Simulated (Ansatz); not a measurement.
**Question.** Name crystals whose computed values (plane-wave PAW LDA (Ansatz code)) fall in these windows: B₀ by P(V) fit (GPa) 210 to 290; Θ_D (K) 510 to 690; G_Hill (GPa) 130 to 170.

**Answer.** 

```json
[
 {"crystal": "MoP, P-6m2 (Mo on 1a, P on 1d)", "B₀ by P(V) fit (GPa)": "241", "Θ_D (K)": "610", "G_Hill (GPa)": "149"},
 {"crystal": "KTaO3, cubic perovskite", "B₀ by P(V) fit (GPa)": "219", "Θ_D (K)": "618", "G_Hill (GPa)": "135"}
]
```
Others may fit too.

All cells were relaxed under the symmetry of their starts (and spin orders); stability against distortions was not tested throughout. Named crystals with no word on spin ran without spin polarisation. Spin–orbit coupling is left out wherever it is not named.

Potentials: the earlier of the program's two PAW sets. The files were generated under PBE; for other functionals the program regenerates the frozen cores, and for LDA and PBEsol the local potential too.
